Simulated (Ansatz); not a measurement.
This cell of Ti$_{2}$O$_{3}$ (corundum) is off equilibrium:

```xyz
10
Lattice="2.4957 1.4409 4.5883 -2.4957 1.4409 4.5883 0.0000 -2.8818 4.5883" Properties=species:S:1:pos:R:3 pbc="T T T"
Ti     0.0103    -0.0166    11.6411
Ti    -0.0103     0.0166     2.1239
Ti    -0.0103    -0.0166     9.0064
Ti     0.0103     0.0166     4.7586
O     -0.9410    -1.3499     5.8137
O      0.9410     1.3499     7.9513
O      1.7587    -0.0734     5.6963
O     -1.7587     0.0734     8.0687
O     -0.8177     1.5566     5.6963
O      0.8177    -1.5566     8.0687
```

Level of theory: LDA (plane waves to 420 eV, PAW, scalar-relativistic; Ansatz, a quantum-chemistry and plane-wave program). k mesh 11×11×11 (Γ-centred), Fermi-Dirac smearing 0.05 eV. Stress and pressure are positive under compression. With partly filled bands, energies and forces of such displacements shift with the k mesh and the smearing. Ti2O3 is run without spin polarisation and with no Hubbard U. Ti2O3 was relaxed with its symmetry unable to fall.

Question: Predict the force on every atom, in eV/Å.

Answer: 
```csv
atom,Fx,Fy,Fz
Ti1,-0.145,0.166,0.038
Ti2,0.145,-0.166,-0.038
Ti3,0.121,0.275,-0.050
Ti4,-0.121,-0.275,0.050
O5,0.070,-0.412,-0.364
O6,-0.070,0.412,0.364
O7,-0.201,-0.126,0.160
O8,0.201,0.126,-0.160
O9,0.163,-0.080,0.199
O10,-0.163,0.080,-0.199
```

Question: What is the stress tensor (GPa)?

Answer: 
```
    0.3     -0.4     -3.4
   -0.4     -0.2     -0.3
   -3.4     -0.3      0.2
```
The pressure, a third of the trace, is 0.1 GPa.

(A displaced cell: forces are minus the slopes of the energy, force constants its curvatures, and phonons follow from these.)
